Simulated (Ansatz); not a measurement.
# MoS2: a prediction, then the measurements

These are results of DFT PBE+D3(BJ), scalar-relativistic, plane waves, PAW (Ansatz), not measurements.

Settings: cutoff 420 eV, Γ-centred mesh 12×12×4 on the computed 6-atom cell, Gaussian smearing of 0.02 eV; no spin polarisation.

Relaxed structure, symmetry kept:

```xyz
6
Lattice="3.1492 0.0000 0.0000 -1.5746 2.7273 0.0000 0.0000 0.0000 12.0899" Properties=species:S:1:pos:R:3 pbc="T T T"
Mo    0.0000    1.8182    3.0225
Mo    1.5746    0.9091    9.0674
S     0.0000    1.8182    7.5016
S     1.5746    0.9091    1.4567
S     0.0000    1.8182   10.6331
S     1.5746    0.9091    4.5882
```

| Property | Result |
| --- | --- |
| Space group | P6_3/mmc (No. 194) |
| Volume per atom | 17.31 Å³ |
| Kohn–Sham band gap | 0.77 eV, indirect from Γ to (0.177, 0.180, 0.000) |
| Löwdin character of the top 1 eV of the valence band | Mo 4d 59 %, S 3p 36 % |
| Löwdin character of the lowest 1 eV of the conduction band | Mo 4d 65 %, S 3p 30 % |
| Electron masses at the edge by Cartesian direction of the standard setting (m_e; degenerate bands sorted by energy; no spin-orbit coupling) | x: 0.67; y: 0.57; z: 0.52 |
| Hole masses at the edge by Cartesian direction of the standard setting (m_e; degenerate bands sorted by energy; no spin-orbit coupling) | x: 0.61; y: 0.61; z: 1.0 |
| Electronic dielectric constant xx, yy, zz of the standard setting (independent particles) | 16.4, 16.4, 10.5 |
| Bader charges (e) | Mo (2 in the cell) 1.22, S (4 in the cell) -0.61 |

A ferromagnetic start lost its moments in a first run, so spin was left out; other magnetic orders weren't tried.

**What was measured.**

From “Pressure coefficients for direct optical transitions in MoS2, MoSe2, WS2, and WSe2 crystals and semiconductor to metal transitions”, 2016, pmc:4877596, for a bulk crystal of MoS2: lattice constant c 12.32 Å.

From “Multiwavelength excitation Raman Scattering Analysis of bulk and 2 dimensional MoS2: Vibrational properties of atomically thin MoS2 layers”, 2015, arxiv:1506.03228, for a bulk crystal of MoS2 at 300 K: band gap 1.3 eV (indirect).

Against the measured lattice constant c of MoS2, 12.32 Å (quoted in the paper above), the calculated 12.090 Å is off by -1.9 %. The calculation is for 0 K without zero-point motion. Measured band gap of MoS2: 1.3 eV (indirect; 300 K; the paper above). This calculation gives 0.77 eV (-0.53 eV). Kohn–Sham gaps of semilocal functionals fall short of measured ones as a rule; spin-orbit coupling, left out here, would usually lower the calculated gap of a compound with heavy elements.